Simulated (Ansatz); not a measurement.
Input and command of a plane-wave DFT calculation in Ansatz:

```yaml
crystal:
  lattice:
    - [3.6664061795, 0.0, 0.0]
    - [-1.8332030898, 3.1752008921, 0.0]
    - [0.0, 0.0, 3.9587442137]
  atoms:
    - { symbol: Tl, position: [0.0, 0.0, 0.0] }
    - { symbol: Co, position: [0.3333333333, 0.6666666667, 0.5], spin: 1.17 }
    - { symbol: Co, position: [0.6666666667, 0.3333333333, 0.5], spin: 1.17 }
basis:
  ecutwfc: 420
kpoints:
  mp_grid: { grid: [6, 6, 4] }
hamiltonian:
  xc: pbe
scf:
  occupations: { method: gaussian, width: 0.1 }
  lower_state_search: "off"
output:
  forces: true
  stress: true
  eigenvalues: true
  populations: true
magnetization:
  spin_polarized: true
relax:
  adjacent_minimum: "off"
  f_tol: 0.04
  max_steps: 70
  cell: { stress_tol: 0.4 }
```

```bash
ansatz run input.yaml --threads 1 --pin off --max-ram 2560MiB --backend cpu --events-out ev --progress --plain --runs-dir out
```

Processor: Arm Neoverse V2, 1 thread, on a host shared with other jobs.

Task: Estimate time, memory and problem size.

Result: About 54 s on 1 thread of Arm Neoverse V2, with other jobs on the host, peak memory 0.34 GiB. It solves 30 bands at 21 k points (the mesh reduced by the symmetry that the task leaves, which can be less than the crystal's) with about 881 plane waves (on the last cell), in 115 SCF iterations over 14 ionic steps.
